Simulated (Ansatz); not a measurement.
# Property card for YCo5

Method: DFT r2SCAN, scalar-relativistic, plane waves, PAW (Ansatz).

Plane waves to 500 eV, a k mesh through Γ of 12×12×10 on the computed 6-atom cell and Gaussian smearing (0.10 eV); collinear spin from starting moments -0.29 2.02 2.02 2.05 2.05 2.05 μB.

The structure is relaxed at this level of theory with its symmetry kept. Whether it is the stable form of this composition wasn't checked.

It takes space group P6/mmm (No. 191, hexagonal). Conventional cell: a = 4.948 Å, b = 4.948 Å, c = 3.897 Å, α = 90.00°, β = 90.00°, γ = 120.00°. Y (site symmetry 6/mmm) is surrounded by 18 Co at 2.86 to 3.15 Å. Co (site symmetry -6m2) has 6 Co at 2.42 Å as nearest neighbours. Co (site symmetry mmm) has 8 Co at 2.42 to 2.47 Å as nearest neighbours.

| Item | Value |
| --- | --- |
| Volume per atom | 13.77 Å³ |
| Generalised Kohn–Sham band gap | none (metal) |
| Density of states at the Fermi level | 9.23 states/eV per cell |
| Löwdin character within 0.5 eV of the Fermi level | Co 3d 82 %, Y 4d 8 % |
| Bader charges (e) | Y (1 in the cell) 1.67, Co (2 in the cell) -0.36, Co (3 in the cell) -0.32 |
| Total moment | 7.97 μB per cell |
| Site moments (μB; atoms counted from 1 over the whole cell) | Y (atom 1) -0.26, Co (atom 2) 1.84, Co (atom 3) 1.84, Co (atom 4) 1.86, Co (atom 5) 1.86, Co (atom 6) 1.86 |

The state reached may not be the lowest one.

Only this magnetic start was tried.

Cost: 1 run of about 14 core-minutes, on Arm Neoverse V2 (shared hosts).